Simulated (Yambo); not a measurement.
A G0W0@PBEsol run in Yambo for K₂S (anti-fluorite, space group Fm-3m, No. 225) (4×4×4 Γ-centred k mesh, 180 bands and a 8 Ry block in the screening, 180 bands in G with the Bruneval-Gonze terminator, plasmon pole fitted at 27.2 eV) gives these matrix elements, in eV, at the band edges (X → Γ):

```csv
state,E0,<Vxc>,<Σx>,<Σc(E0)>,Z
valence edge,0.000,-12.005,-15.492,1.528,0.794
conduction edge,2.349,-6.566,-3.263,-2.936,0.851
```

Problem. Solve the linearised quasiparticle equation for both states, give the gap, and say how exchange and correlation each act on it.

Solution. E = E0 + Z(Σx + Σc − Vxc). Valence: 0.000 + 0.794 × (-15.492 + (1.528) − (-12.005)) = -1.56 eV. Conduction: 2.349 + 0.851 × (-3.263 + (-2.936) − (-6.566)) = 2.66 eV. The gap is 4.22 eV, against 2.35 eV in PBEsol. Replacing Vxc by bare exchange alone would open it by 6.79 eV; correlation takes back 4.46 eV of that, and Z scales what is left. Nearest settings tried, and what they do to the gap: 2 Ry block (51 vectors against 283): -447 meV. Not varied: bands in G, bands in W, mesh. So the settings aren't converged at that level. 

Geometry relaxed with PBEsol; primitive cell a = 5.1862 Å, b = 5.1862 Å, c = 5.1862 Å, α = 60.00°, β = 60.00°, γ = 60.00°.
